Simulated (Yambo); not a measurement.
G0W0@LDA for AlN (wurtzite, space group P6_3mc, No. 186) in Yambo. Reference settings: 6×6×4 Γ-centred k mesh, 77 bands and a 8 Ry block in the screening, 77 bands in G with the Bruneval-Gonze terminator, plasmon pole fitted at 27.2 eV. The LDA gap Γ → Γ on this mesh is 4.49 eV; G0W0 gaps are taken between the same points.

Gap (Γ → Γ) in eV against the number of bands and the screening block, terminator on:

```
bands (W and G)   2 Ry   3 Ry   5 Ry   6 Ry   8 Ry
---------------  -----  -----  -----  -----  -----
18               5.947  6.046  6.076  6.163  6.234
28               5.715  5.828  5.885  5.991  6.093
42               5.641  5.750  5.819  5.932  6.054
59               5.617  5.718  5.796  5.911  6.042
77               5.606  5.704  5.791  5.909  6.049
```

At the largest block the last step in bands moves the gap by 0.007 eV; at the most bands the last step in the block moves it by 0.140 eV.

Geometry relaxed with LDA; primitive cell a = b = 3.0822 Å, c = 4.9334 Å, α = β = 90.00°, γ = 120.00°.
